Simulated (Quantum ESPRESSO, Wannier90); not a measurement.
# Wannierisation of PbSe (rock salt)

```yaml
crystal:
  lattice:
    - [0.00000, 3.09083, 3.09083]
    - [3.09083, 0.00000, 3.09083]
    - [3.09083, 3.09083, 0.00000]
  atoms:
    - { symbol: Pb, position: [0.00000, 0.00000, 0.00000] }
    - { symbol: Se, position: [0.50000, 0.50000, 0.50000] }
```

Structure: Materials Project mp-2201, symmetrised, not relaxed again. COD (Crystallography Open Database) has an entry of this formula and space group (matched by these alone). Method: PBE plane waves in Quantum ESPRESSO 7.5 (PseudoDojo norm-conserving files, 69 Ry, no spin polarisation, no spin-orbit coupling), Bloch states on a 10×10×10 mesh through Γ, Wannier90 4.0.1. Density: 10×10×10 mesh, cold smearing 0.01 Ry. Spin-orbit coupling is left out although heavy elements are present.

Energies are relative to the valence-band maximum.

**Bands.** A Kohn-Sham gap of 0.39 eV opens above band 15. 5 filled groups are cut off by gaps; the highest, bands 13–15, spans -4.71 to 0.00 eV and is Se 4p 70 %, Pb 6p 23 %, Pb 6s 5 %.

**Valence functions.** The best of several starts gives 5 functions with Ω_total = 14.95 Å², 90 % of it gauge-invariant: 2 of 2.98 Å² at 0.56 Å from Se; 2 of 3.07 Å² at 0.54 Å from Se; 1 of 2.85 Å² at 0.00 Å from Pb.

**Model.** 8 functions (Pb sp, Se sp) from bands 11-25, frozen to 1.89 eV, reach Ω_I = 11.68 Å² and follow pw.x to 1.4 meV rms (states up to 1.4 eV relative to the valence-band maximum).

**Frozen window.** Edge, Ω_I and misfit go -0.1 eV, 11.07 Å², 57 meV; 1.4 eV, 11.41 Å², 2.2 meV; 1.9 eV, 11.68 Å², 1.4 meV; 2.9 eV, 12.33 Å², 0.8 meV. Ω_I never falls as the edge rises, since each frozen state takes freedom from the choice of the smoothest subspace. The edges under the compared range leave its upper states unfrozen, and their misfit is the largest.

**No window.** Without a frozen window Ω_I drops to 10.06 Å² while the misfit grows to 240 meV: a small spread is no proof of good bands.

**Outer window.** The setting "outer window to 6.04 eV" raises Ω_I to 16.93 Å², as fewer states are left to mix in, and the misfit goes to 0.7 meV.

**Stops.** With the frozen window to 5.33 eV the program stops (More states in the frozen window than target WFs).
